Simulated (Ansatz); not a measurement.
GePd:
```cif
data_Ge4Pd4
_chemical_formula_sum 'Ge4 Pd4'
_space_group_name_H-M_alt 'Pnma'
_space_group_IT_number 62
_space_group_name_Hall '-P 2ac 2n'
_cell_length_a 5.72792
_cell_length_b 3.59242
_cell_length_c 6.27416
_cell_angle_alpha 90.000
_cell_angle_beta 90.000
_cell_angle_gamma 90.000
loop_
_atom_site_label
_atom_site_type_symbol
_atom_site_symmetry_multiplicity
_atom_site_Wyckoff_symbol
_atom_site_fract_x
_atom_site_fract_y
_atom_site_fract_z
_atom_site_occupancy
Ge1 Ge 4 c 0.18480 0.25000 0.42080 1
Pd1 Pd 4 c 0.00336 0.25000 0.80905 1
```

Relaxed with r²SCAN.

Task: Which orbitals make up the states near the Fermi level in r²SCAN (plane waves, PAW; program Ansatz)?

Result: Within 0.5 eV of the Fermi level: Ge 4p 50 %, Pd 4d 33 %, Ge 4s 13 %. Projections are on Löwdin-orthogonalised atomic valence shells; empty p or d shells of many metals are not among them.

Task: Tabulate the density of states.

Result: States/eV per cell of 8 atoms, in 0.25 eV bins, energy from the Fermi level.

```csv
E (eV),total,Pd 4d,Ge 4p,Ge 4s
-7.85,0.00,0.00,0.00,0.00
-7.60,0.00,0.00,0.00,0.00
-7.35,0.00,0.00,0.00,0.00
-7.10,0.00,0.00,0.00,0.00
-6.85,0.04,0.02,0.02,0.00
-6.60,1.28,0.57,0.65,0.02
-6.35,3.16,1.46,1.56,0.05
-6.10,6.38,3.33,2.81,0.09
-5.85,7.05,3.95,2.85,0.11
-5.60,6.46,3.92,2.31,0.11
-5.35,5.86,4.06,1.60,0.11
-5.10,11.46,9.10,2.13,0.12
-4.85,14.61,12.30,2.02,0.15
-4.60,13.14,11.20,1.68,0.14
-4.35,10.82,9.04,1.56,0.11
-4.10,12.91,11.14,1.44,0.21
-3.85,12.98,11.24,1.39,0.21
-3.60,12.27,10.70,1.28,0.16
-3.35,9.37,8.06,1.06,0.14
-3.10,13.28,11.90,1.07,0.18
-2.85,12.31,10.98,0.99,0.21
-2.60,6.77,5.22,1.16,0.27
-2.35,3.83,2.46,1.06,0.20
-2.10,4.68,2.53,1.66,0.34
-1.85,4.09,1.89,1.69,0.34
-1.60,4.11,1.61,2.03,0.28
-1.35,3.62,1.32,1.88,0.25
-1.10,2.97,1.12,1.52,0.19
-0.85,2.57,1.06,1.21,0.19
-0.60,2.11,0.83,0.98,0.22
-0.35,2.01,0.73,0.96,0.24
-0.10,2.00,0.68,0.98,0.26
0.15,2.25,0.72,1.14,0.30
0.40,2.75,0.83,1.40,0.39
0.65,2.82,0.79,1.49,0.40
0.90,3.04,0.80,1.66,0.42
1.15,2.81,0.69,1.58,0.38
1.40,3.20,0.73,1.85,0.42
1.65,3.15,0.67,1.89,0.39
1.90,3.40,0.67,2.10,0.41
2.15,2.64,0.47,1.69,0.31
2.40,2.75,0.46,1.78,0.32
2.65,2.51,0.40,1.63,0.23
2.90,2.71,0.41,1.80,0.18
3.15,3.03,0.42,2.07,0.18
3.40,3.98,0.50,2.76,0.21
3.65,3.86,0.45,2.76,0.17
3.90,3.52,0.38,2.51,0.14
4.15,3.28,0.33,2.34,0.10
4.40,3.68,0.36,2.67,0.10
4.65,3.32,0.33,2.42,0.07
4.90,2.92,0.26,2.08,0.05
```

The workflow started from a Materials Project entry (that database holds measured and hypothetical structures alike); the Crystallography Open Database files this formula in space group No. 62, but the cells were not matched. Its standing as an ambient phase is unchecked. Symmetry was held in the r²SCAN relaxation; its stability against distortions is not shown here. The run is not spin-polarised. Scalar-relativistic: spin–orbit coupling is off unless named, which matters more the heavier the elements.

Potentials: the later of the program's two PAW sets.
